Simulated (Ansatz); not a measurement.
MgO (rock salt, Fm-3m), the program Ansatz at the PBE level (PAW). The conduction-band minimum lies at Γ, with 1 equivalent valley. Second derivatives d²E/dk² of the lowest band at one valley (eV·Å²), along Cartesian directions:

| direction | d²E/dk² |
|---|---|
| [100] | 22.64 |
| [010] | 22.64 |
| [001] | 22.64 |
| [110] | 22.64 |
| [101] | 22.64 |
| [011] | 22.64 |

Q: Find the principal effective masses, the density-of-states mass and the conductivity mass.

A: Off-diagonal terms follow from H_xy = H[110] − (H_xx + H_yy)/2, and m*/mₑ = 7.620 eV·Å² over each eigenvalue: 0.34, 0.34, 0.34. One valley's DOS mass (m₁m₂m₃)^(1/3) = 0.34, conductivity mass 3/(Σ 1/mᵢ) = 0.34 mₑ.

Q: What effective density of states Nc follows at 300 K for parabolic valleys?

A: Nc = 2.509e19 × 1 × (0.34)^(3/2) ≈ 5.0e18 cm⁻³.

The PBE relaxation kept the symmetry of its start.

Potentials: the earlier of the program's two PAW sets.

Edges and masses are those of Kohn–Sham bands, whose gap is no quasiparticle gap.
